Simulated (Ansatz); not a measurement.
The relaxed structure here is a generated cell of Be: the first start was made by placing the elements on the sites of a structure type, and the end was not matched to a known phase here, so it may be hypothetical. Known forms of Be include space group No. 194.

A relaxed cell of Be (Fd-3m (No. 227)), relaxed on a k-mesh at least as fine as the one used below. Calculation: r2SCAN (plane waves to 500 eV, PAW, scalar-relativistic; Ansatz, an electronic-structure program). Γ-centred k-mesh 11×11×11 on the run's cell (coarser than for final values), Fermi–Dirac smearing 0.05 eV.

```
Be
1.0
    0.00000     4.92991     4.92991
    2.46496     0.00000     2.46496
    2.46496     2.46496     0.00000
Be
4
Direct
  0.37500   0.75000   0.75000
  0.87500   0.75000   0.75000
  0.25000   0.50000   0.50000
  0.75000   0.50000   0.50000
```

The atoms are displaced along an unstable phonon of this cell by (Å):

```csv
atom,ux,uy,uz
Be1,0.087,-0.087,-0.087
Be2,-0.087,0.087,0.087
Be3,-0.087,0.087,0.087
Be4,0.087,-0.087,-0.087
```

Task: What forces (eV/Å) and pressure result?

Result: 
```
atom     Fx     Fy     Fz
----  -----  -----  -----
Be1    0.43  -0.43  -0.43
Be2   -0.26   0.26   0.26
Be3   -0.43   0.43   0.43
Be4    0.26  -0.26  -0.26
```

Pressure -1.1 GPa.

Task: Estimate the energy cost of the displacement in the harmonic approximation and compare with the calculation.

Result: For a harmonic well ΔE = −½ Σ F·u = -0.179 eV a cell, or -45 meV/atom. The calculated energy relative to the undisplaced cell is -0.05 eV/atom, so the harmonic estimate holds well.

The undisplaced cell is probably no minimum: from this displacement the run went on to Im-3m (No. 229), 1.62 eV/atom below it.

No spin polarisation in the result.
